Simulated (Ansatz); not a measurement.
A geometry of SiO$_{2}$ away from equilibrium: step 3 of the relaxation of a generated trial cell of SiO2 in the polar-ZrO2 structure type. Level of theory: r2SCAN (plane waves to 500 eV, PAW, scalar-relativistic; Ansatz, an electronic-structure program). Γ-centred k-mesh 6×6×6 on the run's cell, Fermi–Dirac smearing 0.05 eV. The plane waves were selected for a different cell earlier on the path.

```
CELL_PARAMETERS angstrom
      4.66758     0.00000     0.00000
      0.00000     4.18834     0.00000
      0.00000     0.00000     4.49410
ATOMIC_POSITIONS crystal
  Si 0.05676 0.25644 0.25746
  Si 0.94324 0.74356 0.75746
  Si 0.55676 0.74356 0.25746
  Si 0.44324 0.25644 0.75746
  O  0.37892 0.06668 0.12814
  O  0.62108 0.93332 0.62814
  O  0.87892 0.93332 0.12814
  O  0.12108 0.06668 0.62814
  O  0.19882 0.53874 0.97041
  O  0.80118 0.46126 0.47041
  O  0.69882 0.46126 0.97041
  O  0.30118 0.53874 0.47041
```

Question: Give the Cartesian forces on all atoms (eV/Å).

Answer: 
```json
[
 {"atom": "Si1", "Fx": "1.44", "Fy": "0.89", "Fz": "1.40"},
 {"atom": "Si2", "Fx": "-1.44", "Fy": "-0.89", "Fz": "1.40"},
 {"atom": "Si3", "Fx": "1.44", "Fy": "-0.89", "Fz": "1.40"},
 {"atom": "Si4", "Fx": "-1.44", "Fy": "0.89", "Fz": "1.40"},
 {"atom": "O5", "Fx": "-0.53", "Fy": "-0.75", "Fz": "-0.19"},
 {"atom": "O6", "Fx": "0.53", "Fy": "0.75", "Fz": "-0.19"},
 {"atom": "O7", "Fx": "-0.53", "Fy": "0.75", "Fz": "-0.19"},
 {"atom": "O8", "Fx": "0.53", "Fy": "-0.75", "Fz": "-0.19"},
 {"atom": "O9", "Fx": "-1.48", "Fy": "-1.87", "Fz": "-1.21"},
 {"atom": "O10", "Fx": "1.48", "Fy": "1.87", "Fz": "-1.21"},
 {"atom": "O11", "Fx": "-1.48", "Fy": "1.87", "Fz": "-1.21"},
 {"atom": "O12", "Fx": "1.48", "Fy": "-1.87", "Fz": "-1.21"}
]
```

The path ends in Pbcn (No. 60). No spin polarisation in the result.

The run could not lose the symmetry of its start; a randomly shaken copy of 12 atoms returns to this structure.

The first start was generated by placing the elements on the sites of a structure type. Materials Project lists a structure of SiO2 in the same space group, Pbcn (No. 60); the sites were not compared with it, nor with measured phases. Known forms of SiO2 include space group No. 92, 136, 152, 154.
